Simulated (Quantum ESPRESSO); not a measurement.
## Si4C2BN (input and log of a self-consistent run)

Computed values, not a measurement. The program is pw.x of Quantum ESPRESSO 7.5 (plane-wave density functional theory). The cell is made up: 8 atoms on a wurtzite lattice, with randomly drawn elements, strain and displacements, not relaxed. PseudoDojo standard norm-conserving files (v0.5 for PBE, v0.4.1 for LDA and PBEsol) set the functional; there is no spin polarisation, spin-orbit coupling or dispersion term, and the masses in the input are unused placeholders.

Input:

```
&control calculation='scf', pseudo_dir='./dojo.nc.sr.pbe.v0_5.standard.upf', outdir='./o', disk_io='low', tprnfor=.true., tstress=.true. /
&system ibrav=0, nat=8, ntyp=4, nbnd=22, ecutwfc=105.61755193, nosym=.true., tot_charge=0,
 occupations='smearing', smearing='fd', degauss=0.0018374661
/
&electrons conv_thr=7.350e-09, electron_maxstep=60, /
ATOMIC_SPECIES
B 1.0 B.upf
C 1.0 C.upf
N 1.0 N.upf
Si 1.0 Si.upf
CELL_PARAMETERS angstrom
3.1458 -0.043 0.0139
-0.0745 5.2576 0.0018
0.0226 0.0017 5.0454
ATOMIC_POSITIONS angstrom
Si 0.0799 0.0166 -0.0679
Si 1.4928 2.524 -0.0321
Si 1.6283 0.7001 2.4491
Si -0.0107 3.4891 2.49
C -0.0142 -0.0937 2.0094
C 1.5404 2.7608 1.8828
B 1.5844 0.8783 4.4519
N -0.0465 3.644 4.4011
K_POINTS automatic
8 6 6 1 1 1
```

The log is shortened where brackets say so; the opening notice, blank lines, dates and the lines on written files are dropped, and the path of the files is cut. It prints rydbergs, bohrs and kilobars, and counts compression as positive stress.

```
     Program PWSCF v.7.5
     Parallel version (MPI & OpenMP), running on       4 processor cores
     Number of MPI processes:                 4
     Threads/MPI process:                     1
     [start-up lines left out]
     bravais-lattice index     =            0
     lattice parameter (alat)  =       5.9453  a.u.
     unit-cell volume          =     563.0125 (a.u.)^3
     number of atoms/cell      =            8
     number of atomic types    =            4
     number of electrons       =        32.00
     number of Kohn-Sham states=           22
     kinetic-energy cutoff     =     105.6176  Ry
     charge density cutoff     =     422.4702  Ry
     scf convergence threshold =      7.3E-09
     mixing beta               =       0.7000
     number of iterations used =            8  plain     mixing
     Exchange-correlation= PBE
                           (   1   4   3   4   0   0   0)
     [axes and pseudopotential details left out]
   Cartesian axes
     site n.     atom                  positions (alat units)
         1        Si     tau(   1) = (   0.0253963   0.0052763  -0.0215821  )
         2        Si     tau(   2) = (   0.4744885   0.8022569  -0.0102030  )
         3        Si     tau(   3) = (   0.5175574   0.2225277   0.7784498  )
         4        Si     tau(   4) = (  -0.0034010   1.1090152   0.7914499  )
         5        C      tau(   5) = (  -0.0045135  -0.0297827   0.6386905  )
         6        C      tau(   6) = (   0.4896182   0.8775241   0.5984506  )
         7        B      tau(   7) = (   0.5036037   0.2791689   1.4150425  )
         8        N      tau(   8) = (  -0.0147801   1.1582504   1.3988957  )
     number of k points=   144  Fermi-Dirac smearing, width (Ry)=  0.0018
     Number of k-points >= 100: set verbosity='high' to print them.
     Dense  grid:    82571 G-vectors     FFT dimensions: (  40,  72,  64)
     Estimated max dynamical RAM per process >     219.69 MB
     Estimated total dynamical RAM >     818.27 MB
     Initial potential from superposition of free atoms
     starting charge      31.9972, renormalised to      32.0000
     Starting wfcs are   32 randomized atomic wfcs
     total cpu time spent up to now is        5.2 secs
     per-process dynamical memory:   187.7 Mb
     Self-consistent Calculation
     iteration #  1     ecut=   105.62 Ry     beta= 0.70
     Davidson diagonalization with overlap
     ethr =  1.00E-02,  avg # of iterations =  3.7
     total cpu time spent up to now is       14.7 secs
     total energy              =     -83.93266568 Ry
     estimated scf accuracy    <       1.84297607 Ry
     iteration #  2     ecut=   105.62 Ry     beta= 0.70
     Davidson diagonalization with overlap
     ethr =  5.76E-03,  avg # of iterations =  2.0
     total cpu time spent up to now is       22.6 secs
     total energy              =     -84.45652928 Ry
     estimated scf accuracy    <       0.64194665 Ry
     iteration #  3     ecut=   105.62 Ry     beta= 0.70
     Davidson diagonalization with overlap
     ethr =  2.01E-03,  avg # of iterations =  2.0
     total cpu time spent up to now is       29.9 secs
     total energy              =     -84.56013704 Ry
     estimated scf accuracy    <       0.04897388 Ry
     iteration #  4     ecut=   105.62 Ry     beta= 0.70
     Davidson diagonalization with overlap
     ethr =  1.53E-04,  avg # of iterations =  7.1
     total cpu time spent up to now is       39.8 secs
     total energy              =     -84.57386616 Ry
     estimated scf accuracy    <       0.00429622 Ry
     iteration #  5     ecut=   105.62 Ry     beta= 0.70
     Davidson diagonalization with overlap
     ethr =  1.34E-05,  avg # of iterations =  8.2
     total cpu time spent up to now is       50.7 secs
     total energy              =     -84.57479008 Ry
     estimated scf accuracy    <       0.00141852 Ry
     [iterations 6 to 7 left out]
     iteration #  8     ecut=   105.62 Ry     beta= 0.70
     Davidson diagonalization with overlap
     ethr =  8.12E-08,  avg # of iterations =  3.3
     total cpu time spent up to now is       74.5 secs
     total energy              =     -84.57499380 Ry
     estimated scf accuracy    <       0.00000328 Ry
     iteration #  9     ecut=   105.62 Ry     beta= 0.70
     Davidson diagonalization with overlap
     ethr =  1.03E-08,  avg # of iterations =  2.0
     total cpu time spent up to now is       81.5 secs
     total energy              =     -84.57499400 Ry
     estimated scf accuracy    <       0.00000065 Ry
     iteration # 10     ecut=   105.62 Ry     beta= 0.70
     Davidson diagonalization with overlap
     ethr =  2.02E-09,  avg # of iterations =  2.0
     total cpu time spent up to now is       88.6 secs
     total energy              =     -84.57499409 Ry
     estimated scf accuracy    <       0.00000005 Ry
     iteration # 11     ecut=   105.62 Ry     beta= 0.70
     Davidson diagonalization with overlap
     ethr =  1.68E-10,  avg # of iterations =  3.9
     total cpu time spent up to now is       97.3 secs
     total energy              =     -84.57499412 Ry
     estimated scf accuracy    <       0.00000001 Ry
     iteration # 12     ecut=   105.62 Ry     beta= 0.70
     Davidson diagonalization with overlap
     ethr =  3.40E-11,  avg # of iterations =  2.0
     total cpu time spent up to now is      104.1 secs
     End of self-consistent calculation
     [lines on levels left out]
!    total energy              =     -84.57499412 Ry
     estimated scf accuracy    <          1.7E-09 Ry
     smearing contrib. (-TS)   =      -0.00000000 Ry
     internal energy E=F+TS    =     -84.57499412 Ry
     The total energy is F=E-TS. E is the sum of the following terms:
     one-electron contribution =      17.13222450 Ry
     hartree contribution      =      11.87149763 Ry
     xc contribution           =     -30.30143889 Ry
     ewald contribution        =     -83.27727736 Ry
     convergence has been achieved in  12 iterations
     Forces acting on atoms (cartesian axes, Ry/au):
     atom    1 type  4   force =    -0.10217246    0.02185536    0.09794511
     atom    2 type  4   force =     0.01213217    0.17851459    0.06471596
     atom    3 type  4   force =    -0.06880333    0.11018989    0.05067043
     atom    4 type  4   force =    -0.02343828   -0.02142709    0.04046145
     atom    5 type  2   force =     0.07141650    0.06116612   -0.12833385
     atom    6 type  2   force =     0.01132829   -0.11850222   -0.01779989
     atom    7 type  1   force =     0.09564511   -0.07828592   -0.08061366
     atom    8 type  3   force =     0.00389199   -0.15351072   -0.02704555
     Total force =     0.405818     Total SCF correction =     0.000031
     Computing stress (Cartesian axis) and pressure
          total   stress  (Ry/bohr**3)                   (kbar)     P=      128.56
   0.00058507   0.00037726  -0.00023844           86.07       55.50      -35.08
   0.00037726   0.00185304   0.00030892           55.50      272.59       45.44
  -0.00023844   0.00030892   0.00018361          -35.08       45.44       27.01
     init_run     :      4.81s CPU      5.00s WALL (       1 calls)
     electrons    :     98.48s CPU     98.93s WALL (       1 calls)
     forces       :      1.57s CPU      1.58s WALL (       1 calls)
     stress       :      5.66s CPU      5.67s WALL (       1 calls)
     [timing details left out]
     PWSCF        :   1m50.73s CPU   1m51.44s WALL
     JOB DONE.
```

In other units: free energy -1150.701 eV for the cell, pressure 12.86 GPa, largest force component 4.590 eV/Å. This run is the check on a run of the same cell at 1143 eV and a 6 x 4 x 4 mesh: rerunning at 1437 eV and a 8 x 6 x 6 mesh moved values by no more than 0.004 eV in energy, 0.09 GPa in stress and 0.009 eV/Å in force.